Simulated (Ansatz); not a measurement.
HfB2:
```
HfB2
1.0
    3.12733     0.00000     0.00000
   -1.56367     2.70835     0.00000
    0.00000     0.00000     3.44679
Hf B
1 2
Direct
  0.00000   0.00000   0.00000
  0.33333   0.66667   0.50000
  0.66667   0.33333   0.50000
```

Relaxed with PBEsol. Special points in fractions of this cell's reciprocal vectors: Γ (0.000, 0.000, 0.000); M (0.500, 0.000, 0.000); K (0.333, 0.333, 0.000); A (0.000, 0.000, 0.500); L (0.500, 0.000, 0.500); H (0.333, 0.333, 0.500).

List the band energies nearest the Fermi level at these points for plane-wave PAW PBEsol with spin–orbit coupling (Ansatz code).

In eV from the Fermi level; about four levels below and three above (degenerate sets whole), none deeper than 8.9 eV; points with the same levels are listed once.

```json
[
 {"k": "Γ", "below": "-2.94 -2.94 -2.68 -2.68", "above": "3.91 3.91 4.09 4.09"},
 {"k": "M", "below": "-3.41 -3.41 -2.98 -2.98", "above": "2.22 2.22 2.73 2.73"},
 {"k": "K", "below": "-2.65 -2.65 -2.58 -2.58", "above": "1.66 1.66 1.84 1.84"},
 {"k": "A", "below": "-1.16 -1.16 -1.15 -1.15", "above": "0.13 0.13 0.23 0.23"},
 {"k": "L", "below": "-4.80 -4.80 -2.66 -2.66", "above": "4.11 4.11 4.25 4.25"},
 {"k": "H", "below": "-3.37 -3.37 -2.99 -2.99", "above": "4.57 4.57 5.43 5.43"}
]
```

Space group P6/mmm. The PBEsol relaxation kept the symmetry of its start; of distortions, only those at the zone centre were tested. The run is not spin-polarised.

Potentials: the later of the program's two PAW sets.
